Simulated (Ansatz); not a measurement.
# Ti$_{3}$AlC, first-principles data

Ti$_{3}$AlC:
```xyz
5
Lattice="4.1054 0.0000 0.0000 0.0000 4.1054 0.0000 0.0000 0.0000 4.1054" Properties=species:S:1:pos:R:3 pbc="T T T"
Ti     2.0527     2.0527     0.0000
Ti     0.0000     2.0527     2.0527
Ti     2.0527     0.0000     2.0527
Al     0.0000     0.0000     0.0000
C      2.0527     2.0527     2.0527
```

Space group Pm-3m (No. 221), anti-perovskite; conventional cell a = b = c = 4.105 Å, α = β = γ = 90.00°.

Method: plane-wave PAW LDA (Ansatz code). Structure relaxed to zero pressure with the same functional. Other levels are named where they apply.

### Cell and energy

```
Property                                                       Value
-----------------------------------------------------  -------------
Volume per atom                                             13.84 Å³
Density                                                   4.38 g/cm³
Formation energy from the elements (no fitted shifts)  -0.64 eV/atom
```

### Electronic structure

```
Item                                                                         Value
------------------------------------  --------------------------------------------
Electronic character                                             metallic (no gap)
Density of states at the Fermi level  0.54 states/eV per atom (mean over ±0.08 eV)
```

### Mechanics

```
Property                                                                       Value
--------------------------------------------  --------------------------------------
Bulk modulus (Birch–Murnaghan fit)                                           172 GPa
Pressure derivative B′                                                           4.0
Elastic constants (relaxed ions, GPa)              C11 = 355, C12 = 80.9, C44 = 89.7
Mechanical stability                          stable (all eigenvalues of C positive)
Hill bulk and shear moduli                                           172 and 106 GPa
Young's modulus                                                              265 GPa
Poisson's ratio                                                                 0.24
Debye temperature from the elastic constants                                   678 K
```

### Phonons

```
Property                                       Result
-----------------------------  ----------------------
Highest zone-centre frequency               21.72 THz
Zone-centre stability          no imaginary mode at Γ
```

The first step of the workflow began from a Materials Project structure, measured or hypothetical; the Crystallography Open Database copy checked does not list it. Whether it is the stable phase at ambient conditions was not checked. Symmetry was held in the LDA relaxation. No spin polarisation was allowed. As this level gives no gap, shear constants depend on the k-mesh and smearing (Fermi–Dirac, 0.1 eV here). As this level gives no gap, phonon frequencies hold no LO–TO term and depend on the k-mesh and smearing (Fermi–Dirac, 0.1 eV here). The references are the lowest solids computed at this level, not always the standard phases.

Potentials: the earlier of the program's two PAW sets. The files were generated under PBE; for other functionals the program regenerates the frozen cores, and for LDA and PBEsol the local potential too.
